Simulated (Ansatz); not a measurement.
## TiPt₃, one structure, two calculations

Cell: a COD entry.

```
Ti Pt
1.0
     3.89700    0.00000    0.00000
     0.00000    3.89700    0.00000
     0.00000    0.00000    3.89700
Ti Pt
1 3
Cartesian
  0.0000 0.0000 0.0000
  0.0000 1.9485 1.9485
  1.9485 0.0000 1.9485
  1.9485 1.9485 0.0000
```

Atom numbers follow the list; atoms alike are taken as one site, whose name carries the number of the first.

First run. All values are calculated (Ansatz; DFT, PBE, plane waves and PAW, scalar-relativistic, 420 eV cutoff, Γ-centred 9×9×9 k-points, Fermi–Dirac smearing 0.05 eV), not measured.

```json
{"site": "Pt", "atom": "2", "V_zz (10²¹ V/m²)": "-7.86", "η": "0.00"}
```

Second run. The same atoms and settings, except that spin–orbit coupling is included (fully relativistic PAW files).

Q: What does the second run give?

A: 

```json
{"site": "Pt", "atom": "2", "V_zz": "-6.29", "η": "0.00", "change of V_zz": "+1.57"}
```

The largest change of V_zz is on Pt, from -7.86 to -6.29. In per cent, |V_zz| changes by -20 on Pt (all sites that start above 2). Sites without a gradient aren't listed.

The run finds no gap above 0.1 eV (a metal, or nearly one), so the gradients can move by 10 % or more with the k-mesh.
For the first run: At this cell the PBE pressure is 10 GPa, so with PBE the cell would grow if it were relaxed. The entry's cell may itself be off.
For the second run: At this cell the PBE pressure is 10 GPa, so with PBE the cell would grow if it were relaxed.
